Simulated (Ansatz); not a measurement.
**Ti2Cd: frozen-core PAW against all-electron methods**

```xyz
3
Lattice="-1.4325 1.4325 6.5758 1.4325 -1.4325 6.5758 1.4325 1.4325 -6.5758" Properties=species:S:1:pos:R:3 pbc="T T T"
Ti    0.0000    0.0000    4.2611
Ti    0.0000    0.0000    8.8905
Cd    0.0000    0.0000    0.0000
```

Atoms are numbered in the order listed.

The cell comes from COD entry 1525205, which wasn't checked; take it as a given geometry. The listed cell was then made from it by scaling, straining or moving an atom.

Levels of theory: DFT, LDA, PAW with Ansatz's default frozen-core files, scalar-relativistic (Ansatz 0.2.0); DFT, LDA, all-electron PAW with datasets made for the crystal, scalar-relativistic (Ansatz 0.2.0); DFT, LDA, all-electron LAPW, scalar-relativistic (Ansatz 0.2.0).

For PAW: a Γ-centred 16×16×16 k mesh, Fermi–Dirac smearing of 0.08 eV, cutoff 420 eV, no spin polarisation; the PAW files were made with PBE, and the program remakes their frozen cores for this functional. The crystal-made all-electron datasets (AE datasets) take a cutoff of 260 eV at this cell. LAPW targets a basis error of 1 meV/atom. The Ansatz runs share mesh, smearing and spin set-up. Plane-wave (PAW) pressures include the program's estimate of the Pulay term.

Stress and pressure are positive in compression.

```json
{"quantity": "pressure (GPa)", "PAW": "-6.27", "AE datasets": "-6.26", "LAPW": "-6.26"}
{"quantity": "stress xx (GPa)", "PAW": "-6.79", "AE datasets": "-6.79", "LAPW": "-6.79"}
{"quantity": "stress zz (GPa)", "PAW": "-5.22", "AE datasets": "-5.21", "LAPW": "-5.21"}
{"quantity": "force on Ti1, z (eV/Å)", "PAW": "-0.108", "AE datasets": "-0.106", "LAPW": "-0.107"}
```

PAW's pressure differs from the LAPW value by about 0.01 GPa or less.
